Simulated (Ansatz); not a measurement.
**Run on MnHg (P4/mmm) — stretched by 7 % along z at fixed volume; spin–orbit coupling in one pass over the collinear state, moments along [001]**

Computed with Ansatz, DFT, PBE, all-electron LAPW, Dirac equation with spin-orbit coupling.

Command: `ansatz run input.yaml --threads 3 --pin off --max-ram 6144MiB --backend cpu --events-out ev --progress --plain --runs-dir out`

The folder start holds the state saved by an earlier run of the same cell (collinear, scalar-relativistic); this run solves the spinor bands once in its potential and doesn't iterate.

```yaml
crystal:
  lattice:
    - [3.204731461, 0.0, 0.0]
    - [0.0, 3.204731461, 0.0]
    - [0.0, 0.0, 3.54705]
  atoms:
    - { symbol: Mn, position: [0.5, 0.5, 0.5], spin: 3.8, spin_axis: [0.0, 0.0, 1.0] }
    - { symbol: Hg, position: [0.0, 0.0, 0.0] }
magnetization:
  noncollinear: true
  spin_orbit: true
kpoints:
  mp_grid: { grid: [8, 8, 7] }
scf:
  occupations: { method: fermi_dirac, width: 0.1 }
  lower_state_search: "off"
hamiltonian:
  xc: pbe
  pseudopotentials: { kind: all_electron, lapw: { basis_error: 0.00025 } }
output:
  eigenvalues: false
  hubbard: { sites: [{ species: Mn, l: d }] }
checkpoint:
  read: start
  post_process_only: true
```

Output:

```
Warning: checkpoint.read: spin treatment differs: saved collinear, current noncollinear; the saved charge density seeds this run and the saved magnetisation is carried along the axis that this deck's starting moments share; the saved density holds an absolute magnetisation of 4.2e0 μB; saved orbitals and DFT+U occupations are not carried
Warning: checkpoint.read: magnetization.spin_orbit differs: this deck has the coupling, and the saved state was converged under scalar relativity for Mn, Hg (and on the j-weighted average for any other species). The pass solves this deck's Hamiltonian once at the saved density, which is not self-consistent under the coupling. Its levels lack that density's response to the spin–orbit term and to th …
settings of this run that can trade accuracy for cost: output.eigenvalues: false. Do not mix this run's numbers with those of runs without the same settings; the input reference describes each key
Mn: projections on atomic orbitals take those of the free atom 1s2 2s2 2p6 3s2 3p6 3d5 4s2, of charge +0.00 (hamiltonian.pseudopotentials.projection_atoms)
Hg: projections on atomic orbitals take those of the free atom 1s2 2s2 2p6 3s2 3p6 3d10 4s2 4p6 4d10 4f14 5s2 5p6 5d10 6s2, of charge +0.00 (hamiltonian.pseudopotentials.projection_atoms)
LAPW: plane waves up to 8.397 Å⁻¹, error target 2.5e-4 eV per atom; Dirac's equation on spinors; Mn in spheres of 1.396 Å, 15 of its electrons in bands; Hg in spheres of 1.482 Å, 44 of its electrons in bands (how accurate: hamiltonian.pseudopotentials.lapw.basis_error, Limitations)
Engine: ansatz 0.2.0
Pseudopotentials: kind: all_electron
Pseudopotential: Mn, LAPW, valence charge 15, lapw/all_electron/dirac/gaussian/Mn, Dirac's equation, gaussian nucleus
Pseudopotential: Hg, LAPW, valence charge 44, lapw/all_electron/dirac/gaussian/Hg, Dirac's equation, gaussian nucleus
Functional definition: PBE
  parameter kappa = 0.804
  parameter beta = 0.06672455060314922
  exchange = pbe_x(kappa = kappa, mu = beta*pi^2/3)
  correlation = pbe_c(beta = beta)
Crystal: 2 atoms, lattice volume = 36.429 Å³
Basis set: ecut = 268.63855219251366 eV, 381 PW (Γ), exchange–correlation at level 2
Bands: 72, of which v1, the nominal top of the filled ones, is band 59 counted from 1 (58 counted from 0)
Symmetry: 8 space group operations + 8 with time reversal
Magnetic group: BNS 123.345 (UNI 1005), of the structure as read, at distance tolerance 3.3e-5 Å
k-points: 60 of 448 (time reversal used)
Non-local potential: Mn, projectors of the file, none
Non-local potential: Hg, projectors of the file, none
Initial density: read from a saved state, or passed on in memory by an earlier SCF of this step, an earlier step, the calling program or the single point that the run made first
Starting moments: Σ|m| = 3.8 μB on 1 of 2 sites; this step starts from the density that it was given
Initial wavefunctions: plane waves of lowest kinetic energy (no species holds an atomic orbital)
Functional: x = pbe(κ = 0.804, μ = 0.2195149727645171), c = pbe(β = 0.06672455060314922)
NSCF: frozen V_eff on 60 k-points
the basis was enlarged: its passes take 6.8 MiB over the memory plan, 3 of 3 planned eigensolver slots
SCF 1: post-processed at a frozen density that is not taken as self-consistent under this run
post-processed at a frozen density that is not taken as self-consistent under this run (a non-self-consistent diagonalisation pass)
Frozen density: not held to its close: it was read across a difference from the run that saved it, as the warnings at the start of the run say
Magnetization: |M| = 3.8873 μB,  M = (-0.0000, +0.0000, +3.8873) μB
Absolute magnetization: 4.1364 μB (∫|m|)
  site 0: m = (+0.0000, +0.0000, +3.9120) μB, |m| = 3.9120 μB  (R = 1.40 Å)
  site 1: m = (+0.0000, +0.0000, -0.0532) μB, |m| = 0.0532 μB  (R = 1.48 Å)
Free energy (F): not given: this pass's two estimates of its total disagree by 1.205e0 eV and its dr2_mag is 1.110e-5 eV, 1.205e0 eV together, over the energy gate of 1.000e-4 eV (scf.convergence.dr2_threshold). Run an SCF of this deck for it, without checkpoint.post_process_only or, of a chain, under workflow.steps: [scf]
Harris-Foulkes:  -566434.118044 eV
Entropy (-TS):   -0.055945 eV (-27.973 meV/atom)
Fermi energy:    18.347088 eV
--- Occupation matrices: 1 shell (Löwdin-built; ε = 2.00e-2, provisional) ---
  Mn0 d_3D: site group D4h (4/mmm)
  Mn0 d_3D spinor Tr n = 5.7260  λ = 0.107 0.160 0.189 0.206 0.216 0.956 0.959 0.967 0.979 0.987  [z2 1.00 E1/2g(1.00) | x2-y2 1.00 E3/2g(1.00) | 3× xz 0.33 E3/2g(0.67) | 5× xz 0.20 E3/2g(0.60)]
  Tr n, λ and their labels are of the run-group-symmetrised matrices; stabiliser: 16 of 32 elements of G0×{1,Θ} (closed), max defect 3.5e-15 at τ = 4.2e-3
settings of this run that can trade accuracy for cost: output.eigenvalues: false. Do not mix this run's numbers with those of runs without the same settings; the input reference describes each key
```

occupations.tsv:

```
# site	symbol	l	channel	k	occupation	cluster	real_ylm_label	real_ylm_weight	cubic_label	cubic_weight	pseudocubic_irrep	site_irrep	w_site_irrep	cell_site_irrep	w_cell_site_irrep
# projection_atom_Mn: 1s2 2s2 2p6 3s2 3p6 3d5 4s2
# projection_atom_Hg: 1s2 2s2 2p6 3s2 3p6 3d10 4s2 4p6 4d10 4f14 5s2 5p6 5d10 6s2
# site_irrep/w_site_irrep = the cluster's dominant irrep under the shell's site group (Mulliken, in the setting of the per-shell frame z, x; double-valued rows on a spinor block under rep=spin_orbital) and its weight, the cluster's purity; - without a site group
# cell_site_irrep/w_cell_site_irrep = the same under the site's group on the run's cell, the crystal's operations that keep its lattice, with its own per-shell comment where it differs; - as there, and where that group is no smaller or either group is refused
# basis = Löwdin-built
# labels = run-group-symmetrised matrices
# epsilon = 0.02 provisional = true under_converged = false
# stabiliser = 16/32 closed max_defect = 3.4908e-15 tolerance = 0.0042426
# site 0 Mn l=2_3D: orbit=0, site group D4h (4/mmm), |G|=16, z=[0.000000, 0.000000, 1.000000], x=[1.000000, 0.000000, 0.000000], rep=spin_orbital
0	Mn	2_3D	spinor	0	0.107362	0	z2	0.9997	z2	0.9997	-	E1/2g	1.0000	-	-
0	Mn	2_3D	spinor	1	0.160349	1	x2-y2	0.9985	x2-y2	0.9985	-	E3/2g	1.0000	-	-
0	Mn	2_3D	spinor	2	0.188858	2	xz	0.3332	xz	0.3332	-	E3/2g	0.6667	-	-
0	Mn	2_3D	spinor	3	0.206111	2	xz	0.3332	xz	0.3332	-	E3/2g	0.6667	-	-
0	Mn	2_3D	spinor	4	0.216110	2	xz	0.3332	xz	0.3332	-	E3/2g	0.6667	-	-
0	Mn	2_3D	spinor	5	0.956285	3	xz	0.2000	xz	0.2000	-	E3/2g	0.6000	-	-
0	Mn	2_3D	spinor	6	0.958772	3	xz	0.2000	xz	0.2000	-	E3/2g	0.6000	-	-
0	Mn	2_3D	spinor	7	0.966856	3	xz	0.2000	xz	0.2000	-	E3/2g	0.6000	-	-
0	Mn	2_3D	spinor	8	0.978706	3	xz	0.2000	xz	0.2000	-	E3/2g	0.6000	-	-
0	Mn	2_3D	spinor	9	0.986626	3	xz	0.2000	xz	0.2000	-	E3/2g	0.6000	-	-
# Tr n = 5.726036
```

Site moments (μB): Mn1 (0.00, 0.00, 3.91); Hg2 (0.00, 0.00, -0.05). Cell moment 3.89 μB.

The Ansatz runs typed with the search for lower states off end where their start leads. These are results for the start and cell typed. The real compound can order otherwise, in a larger cell, or not at all, since semilocal functionals at zero temperature often overstate magnetism.

It took 34 s on 3 threads of Arm Neoverse V1, on a shared host, peak memory 1 GiB.
